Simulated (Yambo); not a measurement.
Yambo run on Ba₂WZnO₆ (space group Fm-3m, No. 225). The wavefunctions are norm-conserving PBEsol (Quantum ESPRESSO, 84 Ry, scalar-relativistic) ones on a 2×2×2 mesh (45 occupied bands); a = b = c = 5.8411 Å, α = β = γ = 60.00°.

Yambo input:

```
rim_cut
gw0
dyson
el_el_corr
HF_and_locXC
ppa
em1d
RandQpts= 1000000
RandGvec= 1 Ry
EXXRLvcs= 84 Ry
VXCRLvcs= 336 Ry
Chimod= "HARTREE"
% BndsRnXp
 6 | 97 |
%
NGsBlkXp= 7 Ry
% LongDrXp
 1.0 | 1.0 | 1.0 |
%
PPAPntXp= 27.2114 eV
% GbndRnge
 1 | 97 |
%
GTermKind= "BG"
DysSolver= "n"
ExtendOut
% QPkrange
 1 | 1 | 45 | 45 |
 3 | 3 | 45 | 46 |
%
```

k points by index: 1 = Γ, 3 = X.

Resulting energies as the program prints them:

```
#    K-point    Band    Eo [eV]    E [eV]    E-Eo [eV]    Vxc [eV]    Vnlxc [eV]    Sc|Eo [eV]    Sc|E [eV]    dSc/dw|Eo [eV]    Re(Z)    Im(Z)
#
    1    45    0.000000    -0.184270    -0.184270    -19.59362    -24.75244    4.916045    4.974553    -8.632540    0.759160    -0.001584
    3    45    -0.046408    -0.235137    -0.188728    -19.47085    -24.60640    4.887045    4.946823    -8.611677    0.759602    -0.001590
    3    46    2.880879    4.445508    1.564629    -16.67757    -11.28695    -3.459996    -3.825983    -6.364579    0.810440    -0.001376
```
(The two width columns are left out.) Convergence of these settings isn't established.

Spin-orbit coupling is not included.

Geometry of the Materials Project entry, not relaxed at this level.
